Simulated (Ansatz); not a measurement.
CaO:
```yaml
crystal:
  lattice:
    - [0.00000, 2.35368, 2.35368]
    - [2.35368, 0.00000, 2.35368]
    - [2.35368, 2.35368, 0.00000]
  atoms:
    - { symbol: Ca, position: [0.00000, 0.00000, 0.00000] }
    - { symbol: O, position: [0.50000, 0.50000, 0.50000] }
```

Relaxed with LDA. Special points in fractions of this cell's reciprocal vectors: Γ (0.000, 0.000, 0.000); X (0.500, 0.000, 0.500); U (0.625, 0.250, 0.625); K (0.375, 0.375, 0.750); L (0.500, 0.500, 0.500); W (0.500, 0.250, 0.750).

Task: List the band energies nearest the valence-band maximum at these points for the program Ansatz at the LDA level (PAW).

Result: In eV from the valence-band maximum; about four levels below and three above (degenerate sets whole), none deeper than 8.9 eV; points with the same levels are listed once.

| k | below | above |
|---|---|---|
| Γ | 0.00 0.00 0.00 | 5.09 6.27 6.27 6.27 |
| X | -1.27 -0.36 -0.36 | 3.45 8.50 9.24 |
| U | -1.42 -1.21 -0.84 | 5.10 8.24 9.02 |
| L | -2.85 -1.35 -1.35 | 7.25 8.65 8.65 |
| W | -1.41 -1.07 -1.07 | 6.39 6.39 8.82 |

Space group Fm-3m (rock salt). The LDA relaxation kept the symmetry of its start.

Potentials: the earlier of the program's two PAW sets. The files were generated under PBE; for other functionals the program regenerates the frozen cores, and for LDA and PBEsol the local potential too.
